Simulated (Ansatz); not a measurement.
MgTe$_{2}$:
```
MgTe2
1.0
    6.92930     0.00000     0.00000
    0.00000     6.92930     0.00000
    0.00000     0.00000     6.92930
Mg Te
4 8
Cartesian
  0.00000   0.00000   0.00000
  3.46465   0.00000   3.46465
  3.46465   3.46465   0.00000
  0.00000   3.46465   3.46465
  2.67061   2.67061   2.67061
  4.25869   4.25869   4.25869
  0.79404   4.25869   6.13526
  6.13526   2.67061   0.79404
  6.13526   0.79404   4.25869
  0.79404   6.13526   2.67061
  4.25869   6.13526   0.79404
  2.67061   0.79404   6.13526
```

Relaxed with LDA.

Problem. Which orbitals make up the states near the band edges in the program Ansatz at the LDA level (PAW)?

Solution. Top 1 eV of the valence band: Te 5p 95 %. Bottom 1 eV of the conduction band: Te 5p 82 %, outside the projected shells 9 %. Projections are on Löwdin-orthogonalised atomic valence shells; empty p or d shells of many metals are not among them.

Problem. Tabulate the density of states.

Solution. States/eV per cell of 12 atoms, in 0.25 eV bins, energy from the valence-band maximum.

| E (eV) | total | Te 5p | Mg 3s | Te 5s |
|---|---|---|---|---|
| -7.85 | 0.00 | 0.00 | 0.00 | 0.00 |
| -7.60 | 0.00 | 0.00 | 0.00 | 0.00 |
| -7.35 | 0.00 | 0.00 | 0.00 | 0.00 |
| -7.10 | 0.00 | 0.00 | 0.00 | 0.00 |
| -6.85 | 0.00 | 0.00 | 0.00 | 0.00 |
| -6.60 | 0.00 | 0.00 | 0.00 | 0.00 |
| -6.35 | 0.00 | 0.00 | 0.00 | 0.00 |
| -6.10 | 0.00 | 0.00 | 0.00 | 0.00 |
| -5.85 | 0.00 | 0.00 | 0.00 | 0.00 |
| -5.60 | 0.00 | 0.00 | 0.00 | 0.00 |
| -5.35 | 0.00 | 0.00 | 0.00 | 0.00 |
| -5.10 | 0.00 | 0.00 | 0.00 | 0.00 |
| -4.85 | 4.67 | 4.07 | 0.50 | 0.07 |
| -4.60 | 11.29 | 9.70 | 1.26 | 0.26 |
| -4.35 | 12.57 | 10.44 | 1.59 | 0.45 |
| -4.10 | 6.26 | 5.41 | 0.58 | 0.21 |
| -3.85 | 8.00 | 6.93 | 0.55 | 0.44 |
| -3.60 | 6.01 | 5.13 | 0.42 | 0.39 |
| -3.35 | 5.05 | 4.39 | 0.31 | 0.27 |
| -3.10 | 8.22 | 7.21 | 0.43 | 0.42 |
| -2.85 | 5.58 | 5.01 | 0.21 | 0.23 |
| -2.60 | 8.88 | 8.10 | 0.27 | 0.28 |
| -2.35 | 7.97 | 7.29 | 0.23 | 0.23 |
| -2.10 | 11.09 | 10.20 | 0.26 | 0.29 |
| -1.85 | 5.31 | 4.89 | 0.15 | 0.08 |
| -1.60 | 10.53 | 9.67 | 0.30 | 0.16 |
| -1.35 | 11.79 | 10.97 | 0.21 | 0.17 |
| -1.10 | 8.94 | 8.39 | 0.14 | 0.07 |
| -0.85 | 13.06 | 12.36 | 0.21 | 0.08 |
| -0.60 | 7.88 | 7.54 | 0.06 | 0.04 |
| -0.35 | 5.44 | 5.23 | 0.02 | 0.03 |
| -0.10 | 1.49 | 1.45 | 0.00 | 0.00 |
| 0.15 | 0.00 | 0.00 | 0.00 | 0.00 |
| 0.40 | 0.00 | 0.00 | 0.00 | 0.00 |
| 0.65 | 0.00 | 0.00 | 0.00 | 0.00 |
| 0.90 | 0.01 | 0.01 | 0.00 | 0.00 |
| 1.15 | 2.06 | 1.72 | 0.06 | 0.09 |
| 1.40 | 13.94 | 11.39 | 0.55 | 0.64 |
| 1.65 | 10.64 | 8.75 | 0.36 | 0.53 |
| 1.90 | 3.68 | 3.09 | 0.10 | 0.19 |
| 2.15 | 1.41 | 1.24 | 0.03 | 0.07 |
| 2.40 | 0.27 | 0.24 | 0.00 | 0.01 |
| 2.65 | 0.00 | 0.00 | 0.00 | 0.00 |
| 2.90 | 0.35 | 0.07 | 0.17 | 0.02 |
| 3.15 | 6.26 | 1.43 | 2.89 | 0.40 |
| 3.40 | 7.69 | 1.85 | 3.41 | 0.36 |
| 3.65 | 7.98 | 1.98 | 3.26 | 0.22 |
| 3.90 | 5.00 | 1.20 | 1.78 | 0.13 |
| 4.15 | 4.97 | 0.73 | 1.01 | 0.08 |
| 4.40 | 11.58 | 0.94 | 0.86 | 0.07 |
| 4.65 | 7.08 | 0.43 | 0.37 | 0.03 |
| 4.90 | 9.16 | 0.49 | 0.45 | 0.04 |
| 5.15 | 10.73 | 0.58 | 0.54 | 0.06 |
| 5.40 | 10.63 | 0.49 | 0.30 | 0.03 |
| 5.65 | 10.74 | 0.51 | 0.30 | 0.04 |

Space group Pa-3. The workflow started from a Materials Project entry (that database holds measured and hypothetical structures alike); the Crystallography Open Database files this formula in space group No. 205, but the cells were not matched. Its standing as an ambient phase is unchecked. The cell was relaxed with LDA under the symmetry of its start; whether a distortion lowers the energy is not shown. Scalar-relativistic: spin–orbit coupling is off unless named, which matters more the heavier the elements.

Potentials: the later of the program's two PAW sets.
